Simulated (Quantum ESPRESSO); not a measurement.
Zr2WO6F2, input and log of a self-consistent run

A calculation, not a measurement. The program is pw.x of Quantum ESPRESSO 7.5 (plane-wave density functional theory). The cell is made up: 11 atoms on a rutile lattice with one site empty, with randomly drawn elements, strain and displacements, not relaxed. PseudoDojo standard norm-conserving files (v0.5 for PBE, v0.4.1 for LDA and PBEsol) set the functional; there is no spin polarisation, spin-orbit coupling or dispersion term, and the masses in the input are unused placeholders.

Input:

```
&control calculation='scf', pseudo_dir='./dojo.nc.sr.pbe.v0_5.standard.upf', outdir='./o', disk_io='low', tprnfor=.true., tstress=.true. /
&system ibrav=0, nat=11, ntyp=4, nbnd=50, ecutwfc=107.82251126, nosym=.true., tot_charge=0,
 occupations='smearing', smearing='fd', degauss=0.0018374661
/
&electrons conv_thr=7.350e-09, electron_maxstep=60, /
ATOMIC_SPECIES
F 1.0 F.upf
O 1.0 O.upf
W 1.0 W.upf
Zr 1.0 Zr.upf
CELL_PARAMETERS angstrom
4.8152 -0.0503 -0.0386
-0.0503 4.767 0.0159
-0.0507 0.0209 6.2122
ATOMIC_POSITIONS angstrom
Zr 2.3724 2.4216 1.6344
W -0.0275 0.0329 3.1002
Zr 2.3777 2.3759 4.6526
O 1.4647 1.4397 -0.0577
O 3.2878 3.2654 -0.1042
O 3.8357 0.9091 1.5198
O 0.8825 3.7828 1.5401
F 1.3969 1.4603 3.152
O 3.2688 3.3116 3.1121
O 3.898 0.9592 4.7027
F 0.7643 3.9227 4.6242
K_POINTS automatic
7 7 6 1 1 1
```

The log is shortened where brackets say so; the opening notice, blank lines, dates and the lines on written files are dropped, and the path of the files is cut. It prints rydbergs, bohrs and kilobars, and counts compression as positive stress. With no partly filled state, the Fermi energy that it prints is only some level between the filled and the empty states on the mesh, and need not lie in the true gap.

```
     Program PWSCF v.7.5
     Parallel version (MPI & OpenMP), running on       4 processor cores
     Number of MPI processes:                 4
     Threads/MPI process:                     1
     [start-up lines left out]
     bravais-lattice index     =            0
     lattice parameter (alat)  =       9.1002  a.u.
     unit-cell volume          =     962.1008 (a.u.)^3
     number of atoms/cell      =           11
     number of atomic types    =            4
     number of electrons       =        88.00
     number of Kohn-Sham states=           50
     kinetic-energy cutoff     =     107.8225  Ry
     charge density cutoff     =     431.2900  Ry
     scf convergence threshold =      7.3E-09
     mixing beta               =       0.7000
     number of iterations used =            8  plain     mixing
     Exchange-correlation= PBE
                           (   1   4   3   4   0   0   0)
     [axes and pseudopotential details left out]
   Cartesian axes
     site n.     atom                  positions (alat units)
         1        Zr     tau(   1) = (   0.4926471   0.5028639   0.3393957  )
         2        W      tau(   2) = (  -0.0057106   0.0068319   0.6437804  )
         3        Zr     tau(   3) = (   0.4937477   0.4933739   0.9661482  )
         4        O      tau(   4) = (   0.3041562   0.2989648  -0.0119818  )
         5        O      tau(   5) = (   0.6827370   0.6780854  -0.0216379  )
         6        O      tau(   6) = (   0.7965126   0.1887816   0.3155982  )
         7        O      tau(   7) = (   0.1832579   0.7855275   0.3198136  )
         8        F      tau(   8) = (   0.2900770   0.3032425   0.6545370  )
         9        O      tau(   9) = (   0.6787915   0.6876792   0.6462515  )
        10        O      tau(  10) = (   0.8094497   0.1991853   0.9765518  )
        11        F      tau(  11) = (   0.1587128   0.8145788   0.9602507  )
     number of k points=   147  Fermi-Dirac smearing, width (Ry)=  0.0018
     Number of k-points >= 100: set verbosity='high' to print them.
     Dense  grid:   145511 G-vectors     FFT dimensions: (  64,  60,  80)
     Estimated max dynamical RAM per process >     742.11 MB
     Estimated total dynamical RAM >       2.79 GB
     Initial potential from superposition of free atoms
     starting charge      87.9947, renormalised to      88.0000
     Starting wfcs are   62 randomized atomic wfcs
     total cpu time spent up to now is       17.2 secs
     per-process dynamical memory:   661.5 Mb
     Self-consistent Calculation
     iteration #  1     ecut=   107.82 Ry     beta= 0.70
     Davidson diagonalization with overlap
     ethr =  1.00E-02,  avg # of iterations =  2.0
     total cpu time spent up to now is       50.9 secs
     total energy              =    -648.05485988 Ry
     estimated scf accuracy    <       6.30617692 Ry
     iteration #  2     ecut=   107.82 Ry     beta= 0.70
     Davidson diagonalization with overlap
     ethr =  7.17E-03,  avg # of iterations =  5.9
     total cpu time spent up to now is      101.6 secs
     total energy              =    -643.57212962 Ry
     estimated scf accuracy    <      72.70100815 Ry
     iteration #  3     ecut=   107.82 Ry     beta= 0.70
     Davidson diagonalization with overlap
     ethr =  7.17E-03,  avg # of iterations =  6.1
     total cpu time spent up to now is      149.9 secs
     total energy              =    -651.53812877 Ry
     estimated scf accuracy    <       2.47090493 Ry
     iteration #  4     ecut=   107.82 Ry     beta= 0.70
     Davidson diagonalization with overlap
     ethr =  2.81E-03,  avg # of iterations =  2.1
     total cpu time spent up to now is      178.4 secs
     total energy              =    -651.75761140 Ry
     estimated scf accuracy    <       0.54824933 Ry
     iteration #  5     ecut=   107.82 Ry     beta= 0.70
     Davidson diagonalization with overlap
     ethr =  6.23E-04,  avg # of iterations =  2.2
     total cpu time spent up to now is      205.8 secs
     total energy              =    -651.74405317 Ry
     estimated scf accuracy    <       0.25548682 Ry
     [iterations 6 to 13 left out]
     iteration # 14     ecut=   107.82 Ry     beta= 0.70
     Davidson diagonalization with overlap
     ethr =  3.45E-09,  avg # of iterations =  3.1
     total cpu time spent up to now is      516.9 secs
     total energy              =    -651.77067633 Ry
     estimated scf accuracy    <       0.00000104 Ry
     iteration # 15     ecut=   107.82 Ry     beta= 0.70
     Davidson diagonalization with overlap
     ethr =  1.18E-09,  avg # of iterations =  3.5
     total cpu time spent up to now is      548.0 secs
     total energy              =    -651.77067651 Ry
     estimated scf accuracy    <       0.00000043 Ry
     iteration # 16     ecut=   107.82 Ry     beta= 0.70
     Davidson diagonalization with overlap
     ethr =  4.85E-10,  avg # of iterations =  2.0
     total cpu time spent up to now is      576.3 secs
     total energy              =    -651.77067656 Ry
     estimated scf accuracy    <       0.00000007 Ry
     iteration # 17     ecut=   107.82 Ry     beta= 0.70
     Davidson diagonalization with overlap
     ethr =  7.54E-11,  avg # of iterations =  3.8
     total cpu time spent up to now is      608.4 secs
     total energy              =    -651.77067657 Ry
     estimated scf accuracy    <       0.00000002 Ry
     iteration # 18     ecut=   107.82 Ry     beta= 0.70
     Davidson diagonalization with overlap
     ethr =  1.81E-11,  avg # of iterations =  3.2
     total cpu time spent up to now is      640.5 secs
     End of self-consistent calculation
     Number of k-points >= 100: set verbosity='high' to print the bands.
     the Fermi energy is     8.3565 ev
!    total energy              =    -651.77067657 Ry
     estimated scf accuracy    <          4.6E-09 Ry
     smearing contrib. (-TS)   =      -0.00000090 Ry
     internal energy E=F+TS    =    -651.77067567 Ry
     The total energy is F=E-TS. E is the sum of the following terms:
     one-electron contribution =    -232.13635119 Ry
     hartree contribution      =     159.09578762 Ry
     xc contribution           =    -145.10803256 Ry
     ewald contribution        =    -433.62207954 Ry
     convergence has been achieved in  18 iterations
     Forces acting on atoms (cartesian axes, Ry/au):
     atom    1 type  4   force =     0.02069669    0.00717848   -0.42618986
     atom    2 type  3   force =    -0.25436704   -0.00105382   -0.15568881
     atom    3 type  4   force =     0.06512713   -0.00623392    0.37776777
     atom    4 type  2   force =     0.02049998    0.02300520    0.01744115
     atom    5 type  2   force =    -0.02093510   -0.00294285    0.04942793
     atom    6 type  2   force =     0.08777148   -0.07222398    0.19281983
     atom    7 type  2   force =    -0.06181239    0.07819149    0.17915554
     atom    8 type  1   force =    -0.08046035   -0.08804170   -0.03220017
     atom    9 type  2   force =     0.14267297    0.14181848    0.01251151
     atom   10 type  2   force =     0.05607786   -0.06604655   -0.18929549
     atom   11 type  1   force =     0.02472878   -0.01365084   -0.02574940
     Total force =     0.784227     Total SCF correction =     0.000166
     Computing stress (Cartesian axis) and pressure
          total   stress  (Ry/bohr**3)                   (kbar)     P=       27.41
   0.00041694   0.00058618   0.00037584           61.33       86.23       55.29
   0.00058618   0.00047746  -0.00018891           86.23       70.24      -27.79
   0.00037584  -0.00018891  -0.00033534           55.29      -27.79      -49.33
     init_run     :     16.12s CPU     16.58s WALL (       1 calls)
     electrons    :    622.24s CPU    623.34s WALL (       1 calls)
     forces       :      4.76s CPU      4.78s WALL (       1 calls)
     stress       :     17.91s CPU     18.34s WALL (       1 calls)
     [timing details left out]
     PWSCF        :  11m 1.77s CPU  11m 3.93s WALL
     JOB DONE.
```

In other units: free energy -8867.792 eV for the cell, pressure 2.74 GPa, largest force component 10.958 eV/Å. This run is the check on a run of the same cell at a cutoff of 1143 eV and k mesh 5 x 5 x 4: rerunning at a cutoff of 1467 eV and k mesh 7 x 7 x 6 moved values by no more than 0.005 eV in energy, 0.02 GPa in stress and 0.003 eV/Å in force.